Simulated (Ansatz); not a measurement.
Level of theory: DFT PBE, scalar-relativistic, plane waves, PAW in Ansatz 0.2.0. Settings: cutoff 420 eV, Γ-centred meshes spaced at most about 0.3 Å⁻¹, and about 0.25 Å⁻¹ or finer for metals (2π included), Gaussian smearing. No spin polarisation in the final relaxations.

Temperature and zero-point effects are left out. All come from trial cells, and lower structures may exist.

**Question.** Order these relaxed structures of Sn₂F by energy, lowest first, with the energy over the lowest of them.
1.

```
CELL_PARAMETERS angstrom
4.73741 0.00000 0.00000
-2.36871 4.10272 0.00000
0.00000 0.00000 3.29606
ATOMIC_POSITIONS crystal
Sn 0.33333 0.66667 0.23286
Sn 0.66667 0.33333 0.76714
F 0.00000 0.00000 0.00000
```

2.

```
CELL_PARAMETERS angstrom
4.93318 0.00000 0.00000
-2.46659 4.27226 0.00000
0.00000 0.00000 3.15003
ATOMIC_POSITIONS crystal
Sn 0.66667 0.33333 0.50000
Sn 0.33333 0.66667 0.50000
F 0.00000 0.00000 0.00000
```

3.

```
CELL_PARAMETERS angstrom
3.27463 0.00000 0.00000
-1.63731 2.83591 0.00000
0.00000 0.00000 14.06969
ATOMIC_POSITIONS crystal
Sn 0.66667 0.33333 0.89278
Sn 0.33333 0.66667 0.39278
Sn 0.66667 0.33333 0.60722
Sn 0.33333 0.66667 0.10722
F 0.00000 0.00000 0.75000
F 0.00000 0.00000 0.25000
```

4.

```
CELL_PARAMETERS angstrom
5.01069 0.00000 0.00000
-2.50534 4.33938 0.00000
0.00000 0.00000 3.13864
ATOMIC_POSITIONS crystal
Sn 0.33333 0.66667 0.00000
Sn 0.66667 0.33333 0.00000
F 0.00000 0.00000 0.00000
```

**Answer.** 3 (0 meV/atom), 1 (12 meV/atom), 4 (119 meV/atom), 2 (199 meV/atom). Forms: 3 P6_3/mmc; 1 P-3m1; 4 P6/mmm; 2 P6/mmm. Counting F atoms around Sn (those within 1.25 times the shortest such distance or 1.15 times the sum of covalent radii, 1.27 where that leaves under three; the shortest distance is added where it exceeds 1.18 times the sum of covalent radii): cell 3 has Sn 3 from 2.8 Å; cell 1 has Sn 3 from 2.8 Å; cell 4 has Sn 3 from 2.9 Å; cell 2 has Sn 6 from 3.3 Å.

The k mesh leaves some 4 meV/atom of noise in the energy of each metallic cell. No dispersion correction is applied, so the spacing and binding between layers, chains or molecules are poorly described (P6_3/mmc), and this can change margins and order among such cells. In P-3m1, P6/mmm at 22.7 Å³/atom, P6/mmm at 22.1 Å³/atom an odd number of electrons in the primitive cell allows no gap without spin; a larger cell or a magnetic state could open one. Cells relaxed within their symmetry can be saddle points. Some types were kept out of the candidates beforehand, so the set may lack a known form.
